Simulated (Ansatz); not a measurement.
Consider the following.

C (diamond)

```yaml
crystal:
  lattice:
    - [0.00000, 1.78579, 1.78579]
    - [1.78579, 0.00000, 1.78579]
    - [1.78579, 1.78579, 0.00000]
  atoms:
    - { symbol: C, position: [0.00000, 0.00000, 0.00000] }
    - { symbol: C, position: [0.25000, 0.25000, 0.25000] }
```

Scan: atom 2 (C, nearest neighbour C at 1.547 Å; its periodic images, 2.5 Å or more away, move with it) is displaced towards the nearest neighbour, direction (-0.577, -0.577, -0.577) in Cartesian axes, by s. The other atoms stay.

The numbers are results of PBE (plane waves to 420 eV, PAW, scalar-relativistic; Ansatz, a program for electronic structure), not measurements. k mesh 13×13×13 (Γ-centred), Fermi-Dirac smearing 0.05 eV. Energies are smeared free energies. Left out: 1 of 11 points, with atoms too close for the PAW data. As the smearing reaches across the gap at some points, energies and forces of such displacements shift with the k mesh and the smearing. C was relaxed with its symmetry unable to fall. The zero of ΔE is the undisplaced structure.

The scan covers s from -0.460 to 0.368 Å in 10 points.

Problem. Is this a single well or a double well?

Solution. A single well with its minimum at or next to zero displacement.

Problem. Is the energy the same for displacements of ±0.368 Å, and if not, which side lies higher?

Solution. Not even: the positive side lies higher at ±0.368 Å. With its periodic images moving along, the atom's site symmetry in this cell is -43m.

Problem. What force acts on the atom along the line at s = -0.460 Å?

Solution. 3.34 eV/Å.

Problem. What is the energy change at s = 0.368 Å?

Solution. 3599 meV/cell.

Problem. With two atoms in the cell this is the zone-centre optical mode. What wavenumber follows?

Solution. 1290 cm⁻¹.

(A displaced cell: forces are minus the slopes of the energy, force constants its curvatures, and phonons follow from these.)
